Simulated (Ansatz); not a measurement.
MoS$_{2}$ in space group R3m (No. 160; Mo on 3a, S on 3a, S on 3a) is relaxed with r²SCAN+D4 in the plane-wave PAW code Ansatz. What lattice parameters of the conventional cell result?

a = 3.176 Å, c = 18.672 Å.

Is it a metal or does it have a gap at this level?

A gap of 1.03 eV, indirect.

The cell was relaxed with r²SCAN+D4 under the symmetry of its start; of distortions, only those at the zone centre were tested. The run is not spin-polarised. Spin–orbit coupling is left out wherever it is not named.

Potentials: the later of the program's two PAW sets.
